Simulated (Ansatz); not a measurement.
Nb:
```xyz
1
Lattice="-1.6544 1.6544 1.6544 1.6544 -1.6544 1.6544 1.6544 1.6544 -1.6544" Properties=species:S:1:pos:R:3 pbc="T T T"
Nb     0.0000     0.0000     0.0000
```

Relaxed with PBE. Special points in fractions of this cell's reciprocal vectors: Γ (0.000, 0.000, 0.000); H (0.500, -0.500, 0.500); N (0.000, 0.000, 0.500); P (0.250, 0.250, 0.250).

**Question.** List the band energies nearest the Fermi level at these points for PBE in the plane-wave PAW code Ansatz.

**Answer.** In eV from the Fermi level; about four levels below and three above (degenerate sets whole), none deeper than 8.9 eV; … stands for higher levels left out; points with the same levels are listed once.

| k | below | above |
|---|---|---|
| Γ | -5.89 | 0.37 0.37 0.37 |
| H | -3.68 -3.68 | … |
| N | -3.69 -1.64 | 2.27 3.29 … |
| P | -1.08 -1.08 -1.08 | … |

Space group Im-3m (bcc (W type)). Symmetry was held in the PBE relaxation. No spin polarisation was allowed. Scalar-relativistic: spin–orbit coupling is off unless named, which matters more the heavier the elements.

Potentials: the earlier of the program's two PAW sets.
